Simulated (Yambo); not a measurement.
Consider the following.

```
CELL_PARAMETERS angstrom
      6.90861     0.00000     0.00353
      0.00000     4.56832     0.00000
     -0.02640     0.00000     7.94703
ATOMIC_POSITIONS crystal
  Ca 0.00000 0.50000 0.50000
  Sr 0.00000 0.00000 0.00000
  I  0.25531 0.00000 0.34541
  I  0.74469 0.00000 0.65459
  I  0.26464 0.50000 0.82096
  I  0.73536 0.50000 0.17904
```

Workflow: norm-conserving PBEsol (Quantum ESPRESSO, 70 Ry, no spin-orbit coupling), then G0W0 in Yambo (2×2×1 Γ-centred k mesh, 373 bands and a 7 Ry block in the screening, 373 bands in G with the Bruneval-Gonze terminator, plasmon pole fitted at 27.2 eV).

Give the PBEsol and G0W0 gaps between the band edges found on this mesh, and say where the edges lie.

Edges: Γ → Γ. PBEsol: 3.38 eV; G0W0: 5.40 eV. Nearest settings tried, and what they do to the gap: 233 bands in G: -2 meV; 233 bands in W, 233 bands in G: -11 meV; 6 Ry block (439 vectors against 529): -31 meV; 1×2×1 mesh: -166 meV. So the settings aren't converged at that level. The k mesh is coarse. Spin-orbit coupling is left out, which matters for elements this heavy: edges can move by tenths of an eV.

Geometry relaxed with PBE+D3(BJ).

The structure is a Materials Project entry; no match was found in the copy of COD used, and its stability was not checked.
